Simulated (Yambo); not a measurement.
Yambo run on ScF3 (space group R-3c, No. 167). The wavefunctions come from this Quantum ESPRESSO step (LDA, PseudoDojo standard norm-conserving files, scalar-relativistic):

```
&CONTROL
  calculation = 'nscf'
  pseudo_dir = './pseudo'
  outdir = './out'
/
&SYSTEM
  ibrav = 0
  nat = 8
  ntyp = 2
  ecutwfc = 84.0
  ecutrho = 336.0
  occupations = 'fixed'
  force_symmorphic = .true.
  nbnd = 198
/
&ELECTRONS
  conv_thr = 8e-09
  diago_full_acc = .true.
  diago_thr_init = 1e-08
/
ATOMIC_SPECIES
F 18.9984 F.upf
Sc 44.9559 Sc.upf
CELL_PARAMETERS angstrom
  2.851410001000   1.646262332000   4.653357000000
 -2.851410001000   1.646262332000   4.653357000000
  0.000000000000  -3.292524664000   4.653357000000
ATOMIC_POSITIONS crystal
F   0.726580000000   0.250000000000   0.773420000000
F   0.273420000000   0.750000000000   0.226580000000
F   0.773420000000   0.726580000000   0.250000000000
F   0.226580000000   0.273420000000   0.750000000000
F   0.250000000000   0.773420000000   0.726580000000
F   0.750000000000   0.226580000000   0.273420000000
Sc   0.500000000000   0.500000000000   0.500000000000
Sc   0.000000000000   0.000000000000   0.000000000000
K_POINTS automatic
2 2 2 0 0 0
```

Yambo input:

```
rim_cut
gw0
dyson
el_el_corr
HF_and_locXC
ppa
em1d
RandQpts= 1000000
RandGvec= 1 Ry
EXXRLvcs= 84 Ry
VXCRLvcs= 336 Ry
Chimod= "HARTREE"
% BndsRnXp
 3 | 197 |
%
NGsBlkXp= 7 Ry
% LongDrXp
 1.0 | 1.0 | 1.0 |
%
PPAPntXp= 27.2114 eV
% GbndRnge
 1 | 197 |
%
GTermKind= "BG"
DysSolver= "n"
ExtendOut
% QPkrange
 1 | 1 | 32 | 33 |
 2 | 2 | 32 | 33 |
 3 | 3 | 32 | 33 |
 4 | 4 | 32 | 33 |
%
```

k points by index: 1 = Γ, 2 = L, 3 = F, 4 = Z.

The o-*.qp file then holds:

```
#    K-point    Band    Eo [eV]    E [eV]    E-Eo [eV]    Vxc [eV]    Vnlxc [eV]    Sc|Eo [eV]    Sc|E [eV]    dSc/dw|Eo [eV]    Re(Z)    Im(Z)
#
    1    32    0.000000    -2.185122    -2.185122    -22.66187    -30.51301    5.129171    5.666021    -6.684905    0.802781    -0.001301
    1    33    6.155284    9.190941    3.035658    -17.58408    -9.242386    -4.717718    -5.306036    -5.273374    0.837665    -0.001112
    2    32    -0.280255    -2.497193    -2.216938    -22.26112    -30.13838    5.114929    5.660321    -6.693268    0.802579    -0.002349
    2    33    6.942487    10.01794    3.075449    -18.85406    -10.43598    -4.701888    -5.342625    -5.668822    0.827589    -0.001496
    3    32    -0.006159    -2.192528    -2.186369    -22.64945    -30.50134    5.128946    5.665519    -6.677645    0.802953    -0.001287
    3    33    6.191894    9.246182    3.054288    -17.67729    -9.287288    -4.740832    -5.335716    -5.299711    0.836986    -0.001110
    4    32    -0.295409    -2.518739    -2.223329    -22.24123    -30.11864    5.109547    5.654081    -6.663571    0.803283    -0.002263
    4    33    6.939946    10.00815    3.068202    -18.84033    -10.42098    -4.711630    -5.351142    -5.671336    0.827526    -0.001531
```
(The two width columns are left out.) Convergence of these settings isn't established.

Geometry of the Materials Project entry, not relaxed at this level.

The structure is a Materials Project entry; no match was found in the copy of COD used, and its stability was not checked.
